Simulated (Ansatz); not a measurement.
Mg (hcp, Mg type)

Space group P6₃/mmc (No. 194); a = b = 3.1862 Å, c = 5.2235 Å, α = β = 90.00°, γ = 120.00°

```json
[
 {"atom": "Mg", "site": "2d", "symmetry": "-6m2", "x": "0.6667", "y": "0.3333", "z": "0.2500"}
]
```

E(V) scan at fixed shape, V₀ the volume above. Symmetry pins the atoms to their sites.

Method: PBE (plane waves to 420 eV, PAW, scalar-relativistic; Ansatz, a program for electronic structure). k mesh 17×17×9 (Γ-centred), Fermi-Dirac smearing 0.05 eV. Energies are smeared free energies. With the shape held, the modulus is that of even scaling; a crystal free to change shape is softer. Mg was relaxed with its symmetry unable to fall. The PAW data are Ansatz's earlier set. The zero of ΔE is the relaxed starting cell. The last digit holds for this mesh only.

```tsv
V (Å³/atom)	ΔE (meV/atom)
19.288	88.2
20.206	46.0
21.124	19.0
22.043	4.4
22.961	0.0
23.880	3.8
24.798	14.5
25.717	30.6
26.635	51.3
```

Question: What is the fitted pressure derivative B₀′?

Answer: 4.0.

Question: What bulk modulus at fixed cell shape B₀ follows from a third-order Birch-Murnaghan fit?

Answer: 35.9 GPa. Check by three points about V = 22.961 Å³/atom, step 1.837: d²E/dV² ≈ (19 − 2·0 + 14) meV / 1.837² = 0.00978 eV/Å⁶, and V·d²E/dV² × 160.2 = 36.0 GPa.

(Under strain, the slope of the energy per volume gives the stress and its curvature an elastic modulus.)
